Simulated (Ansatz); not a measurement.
SiGe (wurtzite, P6_3mc), PBE in the plane-wave PAW code Ansatz, all energies at zero smearing, with the estimated change up to a 700 eV cutoff added, with one set of potentials and settings (totals compare only within such a set). Cell of 4 atoms (2 Si, 2 Ge): -9861.429 eV.

| element | reference phase | E (eV/atom) |
|---|---|---|
| Si | Fd-3m, 2 atoms in the cell | -635.8096 |
| Ge | Fd-3m, 2 atoms in the cell | -4294.9847 |

Formation energy per atom, worked out: (-9861.429 − 2×(-635.8096) − 2×(-4294.9847))/4 = 0.040 eV/atom (4 kJ per mol of atoms), at 0 K, without zero-point energy or fitted corrections.

The workflow started from a Materials Project entry (that database holds measured and hypothetical structures alike); the Crystallography Open Database copy checked does not list it. Its standing as an ambient phase is unchecked. The PBE relaxation kept the symmetry of its start; its stability against distortions is not shown here. The references are the lowest solids computed at this level, not always the standard phases.

Potentials: the later of the program's two PAW sets.
